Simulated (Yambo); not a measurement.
Yambo run on Mg₂Si (space group Fm-3m, No. 225). The wavefunctions are LDA (Quantum ESPRESSO, PseudoDojo norm-conserving, 84 Ry, scalar-relativistic) ones on a 4×4×4 mesh (12 occupied bands); a = 4.426 Å, b = 4.426 Å, c = 4.426 Å, α = 60.00°, β = 60.00°, γ = 60.00°.

Yambo input:

```
rim_cut
gw0
dyson
el_el_corr
HF_and_locXC
ppa
em1d
RandQpts= 1000000
RandGvec= 1 Ry
EXXRLvcs= 84 Ry
VXCRLvcs= 336 Ry
Chimod= "HARTREE"
% BndsRnXp
 9 | 110 |
%
NGsBlkXp= 8 Ry
% LongDrXp
 1.0 | 1.0 | 1.0 |
%
PPAPntXp= 27.2114 eV
% GbndRnge
 1 | 110 |
%
GTermKind= "BG"
DysSolver= "n"
ExtendOut
% QPkrange
 1 | 1 | 12 | 13 |
 7 | 7 | 13 | 13 |
%
```

k points by index: 1 = Γ, 7 = X.

Table of the .qp output:

```
#    K-point    Band    Eo [eV]    E [eV]    E-Eo [eV]    Vxc [eV]    Vnlxc [eV]    Sc|Eo [eV]    Sc|E [eV]    dSc/dw|Eo [eV]    Re(Z)    Im(Z)
#
    1    12    0.000000    -0.527601    -0.527601    -10.19918    -11.40176    0.502263    0.674979    -8.906264    0.753404    -0.002039
    1    13    1.974050    2.055886    0.081836    -9.499044    -5.247912    -4.143842    -4.169296    -8.455263    0.762935    -0.894089E-3
    7    13    0.115490    0.161548    0.046058    -8.042665    -4.582522    -3.400749    -3.414086    -7.852796    0.776040    -0.001956
```
(The two width columns are left out.) Convergence of these settings isn't established.

Geometry relaxed with LDA.
